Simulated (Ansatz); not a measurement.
**Energy landscape near a Re structure**

Method: DFT PBEsol, scalar-relativistic, plane waves, PAW (Ansatz 0.2.0).

Settings: cutoff 420 eV, Γ-centred mesh 15×15×4 on the computed 4-atom cell, Gaussian smearing of 0.10 eV; no spin polarisation.

Reference cell:

```yaml
crystal:
  lattice:
    - [2.76639, 0.00000, 0.00000]
    - [-1.38319, 2.39576, 0.00000]
    - [0.00000, 0.00000, 8.93885]
  atoms:
    - { symbol: Re, position: [0.00000, 0.00000, 0.00000] }
    - { symbol: Re, position: [0.33333, 0.66667, 0.25000] }
    - { symbol: Re, position: [0.00000, 0.00000, 0.50000] }
    - { symbol: Re, position: [0.66667, 0.33333, 0.75000] }
```

Each variant moves atoms of this cell by the vectors given, if any (Å), and then applies a symmetric strain (tensor components, Cartesian axes). The reference cell isn't relaxed at this level. Energies are per atom at zero smearing, counted from the lowest variant. Pressure is positive in compression.

1. strain (xx yy zz yz xz xy, %) 4.69 4.69 -1.31 0.00 0.00 0.00; moves: Re1 (0.000, 0.000, 0.006); Re2 (0.000, 0.000, 0.294); Re3 (0.000, 0.000, -0.394); Re4 (0.000, 0.000, 0.094)
2. no strain; moves: Re1 (0.000, 0.225, 0.000)
3. no strain; moves: Re4 (0.004, 0.041, -0.080)
4. no strain; moves: Re3 (-0.075, 0.049, 0.010)

| result | ΔE (meV/atom) | P (GPa) | largest force (eV/Å) |
| --- | --- | --- | --- |
| A | 0.0 | -6.53 | 0.46 |
| B | 25.5 | -5.74 | 1.08 |
| C | 891.8 | 6.27 | 11.28 |
| D | 5.8 | -6.09 | 1.03 |

**Question.** Which variant gave which result?

**Answer.** A is 4, B is 2, C is 1, D is 3.

Spin–orbit coupling is left out, which can shift energies with elements as heavy as these.